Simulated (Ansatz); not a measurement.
## Ta: energy along a strain

Ta, Im-3m, a = 3.303 Å (as given, not relaxed at this level: -9.0 GPa). Ansatz: LDA, PAW, 420 eV, Γ-centred 20×20×20 mesh on 1 atom, Methfessel-Paxton smearing 0.02 eV; no spin polarisation. Cell vectors (Å): -1.651 1.651 1.651; 1.651 -1.651 1.651; 1.651 1.651 -1.651. The cell is strained by x per cent times the pattern (1 1 0 0 0 0) in the order xx yy zz yz xz xy (engineering shears), with fractional coordinates held. y is the free energy over the start, V0 = 18.010 Å³/atom.

```tsv
x (%)	y (meV/atom)
-6.00	74.10
-4.50	14.57
-3.00	-15.58
-1.50	-19.62
0.00	0.00
1.50	40.46
3.00	99.67
4.50	175.41
5.25	218.53
6.00	?
```

Question: Fit y = c1 x + c2 x² + c3 x³ to the other rows, get the stiffness along the pattern, and predict the missing energy.

Answer: Least squares on the rows shown. y = 20.368 x + 4.6986 x² − 0.12485 x³. The clamped-ion stiffness p·C·p = 2 × 46.99 eV × 160.2 / 18.010 Å³ = 836 GPa (second derivative at the start, which stands under stress). At x = 6.00 the fit asked for gives 264.39 meV/atom. The run gave 264.90 meV/atom, so the fit is 0.51 meV/atom too low, 0.18 % of the span of the series, against an rms of 0.21 meV/atom on the fitted rows. The row lies outside the fitted range. With a term in x⁴ added, a fit to the same known rows predicts 265.29 meV/atom, a smaller miss on the other side.

The smearing is narrow for a metal on this mesh. Spin–orbit coupling is left out, which can shift energies with elements as heavy as these.

Cost: 10 runs of about 0.46 core-minutes in all, on AMD EPYC 9R45 (Zen 5) (shared hosts).